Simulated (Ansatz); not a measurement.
# Ir: computed property card

Ir:
```cif
data_Ir
_chemical_formula_sum 'Ir1'
_space_group_name_H-M_alt 'P 1'
_space_group_IT_number 1
_cell_length_a 2.67432
_cell_length_b 2.67432
_cell_length_c 2.67432
_cell_angle_alpha 109.471
_cell_angle_beta 109.471
_cell_angle_gamma 109.471
loop_
_space_group_symop_operation_xyz
  'x, y, z'
loop_
_atom_site_label
_atom_site_type_symbol
_atom_site_fract_x
_atom_site_fract_y
_atom_site_fract_z
_atom_site_occupancy
Ir1 Ir 0.00000 0.00000 0.00000 1
```

Space group Im-3m (No. 229), bcc (W type); conventional cell a = b = c = 3.0880 Å, α = β = γ = 90.00°.

Method: r²SCAN in the plane-wave PAW code Ansatz. The cell and atoms are relaxed at this level. Other levels are named where they apply.

### Cell and energy

```
Item                  Result
---------------  -----------
Volume per atom     14.72 Å³
Density          21.68 g/cm³
```

### Electronic structure

```
Item                                                                       Result
------------------------------------  -------------------------------------------
Electronic character                                            metallic (no gap)
Density of states at the Fermi level  3.2 states/eV per atom (mean over ±0.08 eV)
Gap with spin–orbit coupling                                      none (metallic)
```

### Mechanics

```
Property                                                               Result
-------------------------------------  --------------------------------------
Bulk modulus (Birch–Murnaghan fit)                                    334 GPa
Pressure derivative B′                                                    5.0
Elastic constants (relaxed ions, GPa)        C11 = -124, C12 = 564, C44 = 179
Mechanical stability                   unstable (C has a negative eigenvalue)
```

The start of the workflow was typed in or built on a structure type; neither database checked (COD, Materials Project) lists it. It is not the phase usual at ambient conditions (space group No. 225). The cell was relaxed with r²SCAN under the symmetry of its start. No spin polarisation was allowed. As this level gives no gap, shear constants depend on the k-mesh and smearing (Fermi–Dirac, 0.1 eV here). Spin–orbit coupling is left out wherever it is not named.

Potentials: the earlier of the program's two PAW sets.
